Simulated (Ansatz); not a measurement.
Q: Sc (diamond, Fd-3m) is relaxed with r²SCAN in the plane-wave PAW code Ansatz. What lattice parameters of the conventional cell result?

A: a = 6.339 Å.

The start of the workflow was typed in or built on a structure type; neither database checked (COD, Materials Project) lists it. It is not the phase usual at ambient conditions (space group No. 194). The cell was relaxed with r²SCAN under the symmetry of its start; whether a distortion lowers the energy is not shown. No spin polarisation was allowed. The volume moved by -20 % from the start of the relaxation.

Potentials: the earlier of the program's two PAW sets.
